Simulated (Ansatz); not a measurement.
Hf2NS2, M2XT2 MXene (fcc sites)-type layer, relaxed and computed with two functionals in Ansatz (plane waves, PAW).

```
functional  a (Å)  thickness (Å)
----------  -----  -------------
PBE           ___            ___
r²SCAN+D4   3.397           5.63
```

Some entries are withheld; supply them.


- PBE, a (Å): 3.411
- PBE, thickness (Å): 5.67

Began spin-polarised and lost the moments: Hf2NS2, M2XT2 MXene (fcc sites)-type layer with PBE; Hf2NS2, M2XT2 MXene (fcc sites)-type layer with r²SCAN+D4. All cells were relaxed under the symmetry of their starts (and spin orders); stability against distortions was not tested throughout. Spin–orbit coupling is left out wherever it is not named. Constructed layers (a layer type filled with these elements): Hf2NS2, M2XT2 MXene (fcc sites)-type layer; Hf2NS2, M2XT2 MXene (fcc sites)-type layer.

Potentials: the later of the program's two PAW sets.

Ansatz (a program for electronic structure) is a plane-wave DFT program.
